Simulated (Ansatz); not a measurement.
Below is a relaxed structure of Zr3S2. The cell was found from a structure generator's guess, not taken from experiment.

Method: DFT PBE, scalar-relativistic, plane waves, PAW in Ansatz 0.2.0. Cutoff 420 eV, Γ-centred mesh, Gaussian smearing, no spin polarisation.

```cif
data_structure
_symmetry_space_group_name_H-M 'P 1'
_symmetry_Int_Tables_number 1
_cell_length_a 4.7969
_cell_length_b 4.7969
_cell_length_c 4.7969
_cell_angle_alpha 90.000
_cell_angle_beta 90.000
_cell_angle_gamma 90.000
_cell_volume 110.38
loop_
_atom_site_label
_atom_site_type_symbol
_atom_site_fract_x
_atom_site_fract_y
_atom_site_fract_z
_atom_site_occupancy
Zr1 Zr 0.50000 0.00000 0.00000 1
Zr2 Zr 0.00000 0.50000 0.00000 1
Zr3 Zr 0.00000 0.00000 0.50000 1
S1 S 0.50000 0.50000 0.50000 1
S2 S 0.00000 0.00000 0.00000 1
```

The zero of energy is the elements' standard structures at the same level; no fitted shifts are applied.

(1) Find its symmetry and describe it.

(2) What is its formation energy per atom?

(3) Is it a metal?

Answers

(1) Pm-3m (No. 221). Conventional cell: a = 4.797 Å. Around Zr lie 2 S at 2.40 Å, 4 S at 3.39 Å and 8 Zr at 3.39 Å; S on its first site has 12 Zr at 3.39 Å; S on its second site has 6 Zr at 2.40 Å.

(2) −0.24 eV/atom.

(3) Yes, bands cross the Fermi level on the 8×8×8 mesh.

The last run used an 8×8×8 mesh for its 5-atom cell and Gaussian smearing of 0.10 eV. The reference form of S is held partly by dispersion forces, which this level lacks. A structure relaxed within its symmetry needn't be a true minimum. Another cell of Zr3S2 relaxed alike, in R32 (a Materials Project cell), lies 0.85 eV/atom lower, so this cell isn't the stable form at this level.
